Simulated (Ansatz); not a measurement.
Ta (bcc (W type), Im-3m) at seven volumes, r²SCAN in the plane-wave PAW code Ansatz, scaled uniformly. One row is withheld.

| V (Å³/atom) | P (GPa) |
|---|---|
| 16.425 | 22.83 |
| 16.967 | 14.01 |
| 17.508 | 6.46 |
| 18.050 | 0.00 |
| 18.591 | -5.65 |
| 19.133 | -10.57 |
| 19.674 | ? |

Q: Fit the shown pressures and predict the withheld one.

A: P = (3/2)B₀(x^(7/2) − x^(5/2))[1 + (3/4)(B′ − 4)(x − 1)] with x = (V₀/V)^(2/3). Least squares on the six rows gives V₀ = 18.046 Å³/atom, B₀ = 202 GPa, B′ = 3.87. At V = 19.674, x = 0.9440 and P = -14.76 GPa. The run itself gave -14.83 GPa.

The r²SCAN relaxation kept the symmetry of its start. No spin polarisation was allowed. Spin–orbit coupling is left out wherever it is not named.

Potentials: the later of the program's two PAW sets.
